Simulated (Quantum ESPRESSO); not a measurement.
## Band energies of Li2PdO3

```
Li2PdO3
1.0
    2.55217    -4.41643     0.00000
    2.55217     4.41643     0.00000
   -1.69987     0.00000     4.76474
Li O Pd
4 6 2
Direct
  0.50000   0.50000   0.50000
  0.83647   0.16353   0.50000
  0.16353   0.83647   0.50000
  0.00000   0.00000   0.00000
  0.26766   0.26766   0.76236
  0.73234   0.73234   0.23764
  0.42499   0.07799   0.23521
  0.57501   0.92201   0.76479
  0.92201   0.57501   0.76479
  0.07799   0.42499   0.23521
  0.66670   0.33330   0.00000
  0.33330   0.66670   0.00000
```

norm-conserving LDA (Quantum ESPRESSO, 84 Ry, without SOC); path ΓYFHZIF1,H1Y1XΓN,MΓ; energies in eV from the valence-band maximum.

| k (1/Å) | point | band 38 | band 39 | band 40 | band 41 | band 42 | band 43 | band 44 | band 45 |
|---|---|---|---|---|---|---|---|---|---|
| 0.00 | Γ | -0.91 | -0.81 | -0.72 | -0.43 | -0.39 | 1.94 | 2.00 | 2.33 |
| 0.37 |  | -0.89 | -0.66 | -0.52 | -0.36 | -0.31 | 1.77 | 1.91 | 2.08 |
| 0.75 |  | -0.99 | -0.56 | -0.43 | -0.32 | -0.25 | 1.71 | 2.06 | 2.12 |
| 0.93 | Y | -0.72 | -0.61 | -0.51 | -0.33 | -0.30 | 1.67 | 2.11 | 2.17 |
| 0.93 | F | -0.86 | -0.68 | -0.54 | -0.35 | -0.15 | 1.49 | 1.91 | 1.93 |
| 1.30 |  | -0.82 | -0.70 | -0.57 | -0.28 | -0.17 | 1.64 | 1.85 | 2.22 |
| 1.68 |  | -0.69 | -0.62 | -0.50 | -0.39 | -0.16 | 1.93 | 2.07 | 2.25 |
| 1.87 | H | -0.73 | -0.61 | -0.55 | -0.26 | -0.22 | 1.80 | 2.17 | 2.37 |
| 2.09 |  | -0.72 | -0.58 | -0.51 | -0.24 | -0.15 | 1.91 | 2.09 | 2.25 |
| 2.53 | Z | -0.86 | -0.81 | -0.46 | -0.40 | -0.34 | 1.95 | 1.98 | 2.36 |
| 2.71 |  | -0.81 | -0.79 | -0.42 | -0.41 | -0.24 | 1.92 | 1.94 | 2.24 |
| 3.06 |  | -0.98 | -0.71 | -0.49 | -0.28 | -0.08 | 1.56 | 1.76 | 1.99 |
| 3.24 | I | -1.18 | -0.68 | -0.54 | -0.28 | -0.07 | 1.47 | 1.72 | 2.00 |
| 3.24 | F1 | -0.86 | -0.68 | -0.54 | -0.35 | -0.15 | 1.49 | 1.91 | 1.93 |
| 4.17 | H1 | -0.73 | -0.61 | -0.55 | -0.26 | -0.22 | 1.80 | 2.17 | 2.37 |
| 4.17 | Y1 | -0.72 | -0.61 | -0.51 | -0.33 | -0.30 | 1.67 | 2.11 | 2.17 |
| 4.58 |  | -0.94 | -0.58 | -0.50 | -0.32 | -0.06 | 2.07 | 2.09 | 2.17 |
| 4.78 | X | -1.02 | -0.51 | -0.50 | -0.40 | 0.00 | 2.03 | 2.18 | 2.26 |
| 4.92 |  | -0.96 | -0.53 | -0.49 | -0.42 | -0.03 | 2.03 | 2.16 | 2.26 |
| 5.34 |  | -0.83 | -0.70 | -0.68 | -0.44 | -0.37 | 1.95 | 2.01 | 2.29 |
| 5.49 | Γ | -0.91 | -0.81 | -0.72 | -0.43 | -0.39 | 1.94 | 2.00 | 2.33 |
| 5.63 |  | -0.86 | -0.77 | -0.65 | -0.42 | -0.39 | 1.90 | 2.00 | 2.28 |
| 5.91 |  | -0.80 | -0.68 | -0.54 | -0.37 | -0.25 | 1.74 | 1.98 | 2.14 |
| 6.18 |  | -1.02 | -0.72 | -0.51 | -0.31 | -0.12 | 1.65 | 2.18 | 2.22 |
| 6.32 | N | -1.07 | -0.75 | -0.48 | -0.32 | -0.11 | 1.64 | 2.21 | 2.26 |
| 6.32 | M | -1.02 | -0.58 | -0.45 | -0.43 | -0.03 | 1.72 | 1.94 | 2.14 |
| 6.62 |  | -0.92 | -0.66 | -0.46 | -0.39 | -0.15 | 1.79 | 1.98 | 2.09 |
| 7.07 | Γ | -0.91 | -0.81 | -0.72 | -0.43 | -0.39 | 1.94 | 2.00 | 2.33 |

The LDA gap is indirect, 1.47 eV, from X to I; the smallest direct gap is 1.54 eV.

Spin-orbit splittings are left out.

Geometry of the Materials Project entry, not relaxed at this level.

The structure is a Materials Project entry; no match was found in the copy of COD used, and its stability was not checked.
